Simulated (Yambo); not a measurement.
```
CELL_PARAMETERS angstrom
      3.54014     0.00000     0.00000
     -1.77007     3.06585     0.00000
      0.00000     0.00000    15.50000
ATOMIC_POSITIONS crystal
  S  0.66667 0.33333 0.91988
  S  0.33333 0.66667 0.08012
  Pt 0.00000 0.00000 0.00000
```

Response from Yambo on norm-conserving PBE (Quantum ESPRESSO, 84 Ry, no spin-orbit coupling) bands: 24×24×1 mesh, 44 bands, 2 Ry local-field block, 0.2 eV broadening.

Give the static in-plane polarisability without and with local fields.


```csv
field along,"α(0), independent particles (Å)","α(0), RPA with local fields (Å)",screening length 2πα (Å)
x,6.37,5.79,36.4
```
Electronic (clamped-ion) response only. Spin-orbit coupling, left out here, changes gap and response of such heavy elements. Convergence of the RPA response with its 24×24×1 mesh was not tested.

Geometry relaxed with PBE+D3(BJ).
